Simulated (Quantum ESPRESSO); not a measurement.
## Mg4Se3O (input and log of a self-consistent run)

Simulated, not a measurement. The program is pw.x of Quantum ESPRESSO 7.5 (plane-wave density functional theory). The cell is made up: 8 atoms on a zincblende/diamond lattice, with randomly drawn elements, strain and displacements, not relaxed. PseudoDojo standard norm-conserving files (v0.5 for PBE, v0.4.1 for LDA and PBEsol) set the functional; there is no spin polarisation, spin-orbit coupling or dispersion term, and the masses in the input are unused placeholders.

Input:

```
&control calculation='scf', pseudo_dir='./dojo.nc.sr.pbe.v0_5.standard.upf', outdir='./o', disk_io='medium', tprnfor=.true., tstress=.true. /
&system ibrav=0, nat=8, ntyp=3, nbnd=53, ecutwfc=85.99341389, nosym=.true., tot_charge=0,
 occupations='smearing', smearing='fd', degauss=0.0018374661
/
&electrons conv_thr=7.350e-09, electron_maxstep=60, /
ATOMIC_SPECIES
Mg 1.0 Mg.upf
O 1.0 O.upf
Se 1.0 Se.upf
CELL_PARAMETERS angstrom
5.9875 0.0 0.0
0.0 5.9875 0.0
0.0 0.0 5.9875
ATOMIC_POSITIONS angstrom
Mg 0.0108 -0.0227 0.0781
Mg 0.0032 2.9897 3.0519
Mg 3.0165 0.0645 2.9094
Mg 3.0253 2.8703 0.0531
Se 1.5386 1.4701 1.5341
O 1.4762 4.5268 4.5897
Se 4.4421 1.5198 4.5013
Se 4.4736 4.4827 1.4423
K_POINTS automatic
4 4 4 1 1 1
```

The log is shortened where brackets say so; the opening notice, blank lines, dates and the lines on written files are dropped, and the path of the files is cut. It prints rydbergs, bohrs and kilobars, and counts compression as positive stress. With no partly filled state, the Fermi energy that it prints is only some level between the filled and the empty states on the mesh, and need not lie in the true gap.

```
     Program PWSCF v.7.5
     Parallel version (MPI & OpenMP), running on       1 processor cores
     Number of MPI processes:                 1
     Threads/MPI process:                     1
     [start-up lines left out]
     bravais-lattice index     =            0
     lattice parameter (alat)  =      11.3147  a.u.
     unit-cell volume          =    1448.5490 (a.u.)^3
     number of atoms/cell      =            8
     number of atomic types    =            3
     number of electrons       =        94.00
     number of Kohn-Sham states=           53
     kinetic-energy cutoff     =      85.9934  Ry
     charge density cutoff     =     343.9737  Ry
     scf convergence threshold =      7.3E-09
     mixing beta               =       0.7000
     number of iterations used =            8  plain     mixing
     Exchange-correlation= PBE
                           (   1   4   3   4   0   0   0)
     [axes and pseudopotential details left out]
   Cartesian axes
     site n.     atom                  positions (alat units)
         1        Mg     tau(   1) = (   0.0018038  -0.0037912   0.0130438  )
         2        Mg     tau(   2) = (   0.0005344   0.4993236   0.5097119  )
         3        Mg     tau(   3) = (   0.5037996   0.0107724   0.4859123  )
         4        Mg     tau(   4) = (   0.5052693   0.4793820   0.0088685  )
         5        Se     tau(   5) = (   0.2569687   0.2455282   0.2562171  )
         6        O      tau(   6) = (   0.2465470   0.7560418   0.7665470  )
         7        Se     tau(   7) = (   0.7418956   0.2538288   0.7517829  )
         8        Se     tau(   8) = (   0.7471566   0.7486764   0.2408852  )
     number of k points=    32  Fermi-Dirac smearing, width (Ry)=  0.0018
                       cart. coord. in units 2pi/alat
        k(    1) = (   0.1250000   0.1250000   0.1250000), wk =   0.0625000
        k(    2) = (   0.1250000   0.1250000   0.3750000), wk =   0.0625000
     [further k points left out]
     Dense  grid:   156195 G-vectors     FFT dimensions: (  72,  72,  72)
     Estimated max dynamical RAM per process >     213.51 MB
     Initial potential from superposition of free atoms
     starting charge      93.9966, renormalised to      94.0000
     Starting wfcs are   51 randomized atomic wfcs +    2 random wfcs
     total cpu time spent up to now is       23.8 secs
     per-process dynamical memory:   107.1 Mb
     Self-consistent Calculation
     iteration #  1     ecut=    85.99 Ry     beta= 0.70
     Davidson diagonalization with overlap
     ethr =  1.00E-02,  avg # of iterations =  5.9
     total cpu time spent up to now is       86.0 secs
     total energy              =   -1235.52330987 Ry
     estimated scf accuracy    <       1.30612857 Ry
     iteration #  2     ecut=    85.99 Ry     beta= 0.70
     Davidson diagonalization with overlap
     ethr =  1.39E-03,  avg # of iterations =  6.6
     total cpu time spent up to now is      144.8 secs
     total energy              =   -1234.25010609 Ry
     estimated scf accuracy    <      11.80411761 Ry
     iteration #  3     ecut=    85.99 Ry     beta= 0.70
     Davidson diagonalization with overlap
     ethr =  1.39E-03,  avg # of iterations =  5.4
     total cpu time spent up to now is      202.3 secs
     total energy              =   -1236.17753699 Ry
     estimated scf accuracy    <       0.41084226 Ry
     iteration #  4     ecut=    85.99 Ry     beta= 0.70
     Davidson diagonalization with overlap
     ethr =  4.37E-04,  avg # of iterations =  2.0
     total cpu time spent up to now is      241.1 secs
     total energy              =   -1236.17122273 Ry
     estimated scf accuracy    <       0.12709484 Ry
     iteration #  5     ecut=    85.99 Ry     beta= 0.70
     Davidson diagonalization with overlap
     ethr =  1.35E-04,  avg # of iterations =  2.1
     total cpu time spent up to now is      290.7 secs
     total energy              =   -1236.16624917 Ry
     estimated scf accuracy    <       0.03042030 Ry
     [iterations 6 to 7 left out]
     iteration #  8     ecut=    85.99 Ry     beta= 0.70
     Davidson diagonalization with overlap
     ethr =  6.91E-08,  avg # of iterations =  3.0
     total cpu time spent up to now is      421.8 secs
     total energy              =   -1236.17119968 Ry
     estimated scf accuracy    <       0.00000483 Ry
     iteration #  9     ecut=    85.99 Ry     beta= 0.70
     Davidson diagonalization with overlap
     ethr =  5.14E-09,  avg # of iterations =  3.1
     total cpu time spent up to now is      460.2 secs
     total energy              =   -1236.17120074 Ry
     estimated scf accuracy    <       0.00000023 Ry
     iteration # 10     ecut=    85.99 Ry     beta= 0.70
     Davidson diagonalization with overlap
     ethr =  2.40E-10,  avg # of iterations =  3.4
     total cpu time spent up to now is      502.4 secs
     total energy              =   -1236.17120077 Ry
     estimated scf accuracy    <       0.00000014 Ry
     iteration # 11     ecut=    85.99 Ry     beta= 0.70
     Davidson diagonalization with overlap
     ethr =  1.50E-10,  avg # of iterations =  2.3
     total cpu time spent up to now is      539.1 secs
     total energy              =   -1236.17120078 Ry
     estimated scf accuracy    <       0.00000001 Ry
     iteration # 12     ecut=    85.99 Ry     beta= 0.70
     Davidson diagonalization with overlap
     ethr =  1.13E-11,  avg # of iterations =  4.4
     total cpu time spent up to now is      580.2 secs
     End of self-consistent calculation
          k = 0.1250 0.1250 0.1250 ( 19519 PWs)   bands (ev):
   -71.7539 -71.6493 -71.5729 -71.5665 -42.8638 -42.8576 -42.8569 -42.8514
   -42.8462 -42.7367 -42.7331 -42.7264 -42.7201 -42.7170 -42.7160 -42.7131
   -42.7123 -42.7032 -42.6987 -38.5136 -38.5069 -38.4934 -38.4193 -38.4050
   -38.4035 -38.3422 -38.3367 -38.3299 -38.3253 -38.3223 -38.3104 -10.5126
    -8.5330  -8.0991  -7.9857   0.2745   0.4111   0.4972   1.6032   1.6786
     1.8236   1.9029   2.2742   2.4241   3.4022   3.6410   3.7060   5.7915
     6.4232   7.3229   7.4936   8.2560   8.5409
     [levels at the other k points left out]
     the Fermi energy is     4.5321 ev
!    total energy              =   -1236.17120078 Ry
     estimated scf accuracy    <          3.6E-09 Ry
     smearing contrib. (-TS)   =      -0.00000000 Ry
     internal energy E=F+TS    =   -1236.17120078 Ry
     The total energy is F=E-TS. E is the sum of the following terms:
     one-electron contribution =    -934.58304841 Ry
     hartree contribution      =     461.10714223 Ry
     xc contribution           =    -216.93991669 Ry
     ewald contribution        =    -545.75537791 Ry
     convergence has been achieved in  12 iterations
     Forces acting on atoms (cartesian axes, Ry/au):
     atom    1 type  1   force =     0.04007249   -0.03441083   -0.05744030
     atom    2 type  1   force =     0.03378307    0.04412097    0.03256445
     atom    3 type  1   force =    -0.01756709   -0.04830375    0.05002356
     atom    4 type  1   force =    -0.03807149    0.05484521   -0.03321059
     atom    5 type  3   force =    -0.02600748    0.01244478   -0.00222929
     atom    6 type  2   force =    -0.01322317   -0.00517680   -0.00379317
     atom    7 type  3   force =     0.01860866   -0.01567239   -0.00436567
     atom    8 type  3   force =     0.00240502   -0.00784719    0.01845102
     Total force =     0.151701     Total SCF correction =     0.000091
     Computing stress (Cartesian axis) and pressure
          total   stress  (Ry/bohr**3)                   (kbar)     P=      -37.57
  -0.00024325   0.00002846  -0.00001226          -35.78        4.19       -1.80
   0.00002846  -0.00026251  -0.00003371            4.19      -38.62       -4.96
  -0.00001226  -0.00003371  -0.00026038           -1.80       -4.96      -38.30
     init_run     :     20.86s CPU     23.69s WALL (       1 calls)
     electrons    :    506.47s CPU    556.39s WALL (       1 calls)
     forces       :      5.00s CPU      5.08s WALL (       1 calls)
     stress       :     19.03s CPU     19.14s WALL (       1 calls)
     [timing details left out]
     PWSCF        :   9m11.60s CPU  10m 4.88s WALL
     JOB DONE.
```

In other units: free energy -16818.966 eV for the cell, pressure -3.76 GPa, largest force component 1.477 eV/Å. A rerun of a related cell, with the same atoms placed differently, at 1467 eV and a 6 x 6 x 6 mesh moved values by no more than 0.003 eV in energy, 0.02 GPa in stress and 0.011 eV/Å in force.